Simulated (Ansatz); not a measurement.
Consider the following.

Ir:
```
CELL_PARAMETERS angstrom
      2.73073     0.00000     0.00000
     -1.36536     2.36488     0.00000
      0.00000     0.00000     4.41691
ATOMIC_POSITIONS crystal
  Ir 0.66667 0.33333 0.75000
  Ir 0.33333 0.66667 0.25000
```

This is the r²SCAN-relaxed structure.

**Question.** All from plane-wave PAW r²SCAN (Ansatz code), unless another level is named. Predict the density of states at the Fermi level.

**Answer.** 1.1 states/eV per atom (mean over ±0.08 eV).

**Question.** And the gap with spin–orbit coupling?

**Answer.** none (metallic).

Space group P6_3/mmc (hcp (Mg type)). The first step of the workflow began from a Materials Project structure, measured or hypothetical; the Crystallography Open Database copy checked does not list it. It is not the phase usual at ambient conditions (space group No. 225). The r²SCAN relaxation kept the symmetry of its start; of distortions, only those at the zone centre were tested. No spin polarisation was allowed. Spin–orbit coupling is left out wherever it is not named.

Potentials: the later of the program's two PAW sets.
